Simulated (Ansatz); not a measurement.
## LuAs₂Rh₂: relaxation (Ansatz)

The input file (Ansatz 0.2.0, plane waves):

```yaml
crystal:
  lattice:
    - [0.0, 4.351609, 0.0]
    - [4.351609, 0.0, 0.0]
    - [2.175805, 2.175805, -4.956789]
  atoms:
    - { symbol: Lu, position: [0.0, 0.0, 0.0] }
    - { symbol: Rh, position: [0.75, 0.25, 0.5] }
    - { symbol: Rh, position: [0.25, 0.75, 0.5] }
    - { symbol: As, position: [0.278, 0.278, 0.444] }
    - { symbol: As, position: [0.722, 0.722, 0.556] }
  symmetry: { tolerance: 0.0003 }
kpoints:
  mp_grid: { grid: [7, 7, 7], shift: [0, 0, 0] }
magnetization:
  spin_polarized: false
scf:
  occupations: { method: fermi_dirac }
  lower_state_search: "off"
hamiltonian:
  pseudopotentials: { kind: paw }
  xc: pbe
basis:
  ecutwfc: 420
  fft_grid_basis: typed
relax:
  max_steps: 40
  cell: { p_target: 5.0 }
output:
  forces: true
  stress: true
  eigenvalues: true
  bader: true
  populations: true
  elf: true
  write_potential: true
  volumetric_format: npy
  dos:
    e_range: [-12, 8]
    de: 0.05
    projected: { site_lists: { As: [As], Lu: [Lu], Rh: [Rh] } }
checkpoint:
  read: saved_state
```

Launch command:

```bash
ansatz run input.yaml --threads 2 --pin off --max-ram 3584MiB --backend cpu --events-out ev --progress --plain --runs-dir out
```

Origin of the cell: a known structure type with other elements, at an estimated volume, so it need not be a known compound.

The smearing width isn't typed, so it takes its default of 0.1 eV.

The saved state is a converged single point of the same cell.

Steps («new basis» is an SCF on plane waves selected anew at the same cell):

| step | ΔH (meV/atom) | max force component (eV/Å) | P (GPa) | volume (Å³) | SCF iterations | step was |
| --- | --- | --- | --- | --- | --- | --- |
| 1 | 0.0 | 3.968 | 41.32 | 93.86 | 7 | accepted |
| 2 | -582.9 | 2.808 | 12.76 | 101.81 | 8 | accepted |
| 3 | -829.2 | 2.431 | 4.48 | 101.05 | 9 | accepted |
| 4 | -1020.1 | 2.047 | 0.04 | 98.29 | 9 | accepted |
| 5 | -1180.6 | 1.419 | -1.53 | 94.12 | 10 | accepted |
| 6 | -1249.9 | 1.063 | 1.21 | 89.17 | 10 | accepted |
| 7 | -1267.0 | 0.030 | 0.18 | 90.06 | 7 | accepted |
| 8 | -1293.1 | 0.130 | 0.62 | 89.30 | 8 | accepted |
| 9 | -1332.2 | 0.066 | 4.69 | 85.42 | 11 | accepted |
| 10 | -1333.2 | 0.603 | 4.54 | 84.44 | 9 | accepted |
| 11 | -1336.0 | 0.123 | 5.97 | 84.24 | 7 | accepted |
| 12 | -1336.3 | 0.005 | 4.94 | 84.70 | 7 | accepted |
| 13 | -1336.3 | 0.000 | 5.00 | 84.66 | 6 | accepted |
| 14 | -1335.7 | 0.000 | 4.97 | 84.66 | 8 | new basis |

Before:

Space group I4/mmm (No. 139); the run's cell has a = 4.352 Å, b = 4.352 Å, c = 5.834 Å, α = 68.10°, β = 68.10°, γ = 90.00°. Shortest distances: As–Rh 2.19 Å, As–Lu 2.76 Å, Rh–Rh 3.08 Å, As–As 3.13 Å, Lu–Rh 3.30 Å.

After:

Space group I4/mmm (No. 139); the run's cell has a = 4.086 Å, b = 4.086 Å, c = 5.837 Å, α = 69.51°, β = 69.51°, γ = 90.00°. Shortest distances: As–As 2.39 Å, As–Rh 2.44 Å, Rh–Rh 2.89 Å, As–Lu 3.13 Å, Lu–Rh 3.26 Å.

```xyz
5
Lattice="0.0000 4.0858 0.0000 4.0858 0.0000 0.0000 2.0429 2.0429 -5.0716" Properties=species:S:1:pos:R:3 pbc="T T T"
Lu    0.0000    0.0000    0.0000
Rh    2.0429    4.0858   -2.5358
Rh    4.0858    2.0429   -2.5358
As    2.0429    2.0429   -1.1960
As    4.0858    4.0858   -3.8756
```

| Item | Value |
| --- | --- |
| Enthalpy lowered by | 1335.7 meV/atom |
| Volume change | -9.80 % |
| Final pressure | 4.97 GPa |
| Relaxation steps listed | 14 |

Caveats: no moments, though an odd count or open d shells may carry them; no spin-orbit coupling, though heavy elements are present; the relaxation held the start's symmetry, so the end may be a saddle point.

The run took 3 min on 2 threads of Arm Neoverse V1 (shared host), peak memory 0.54 GiB, from a saved density.
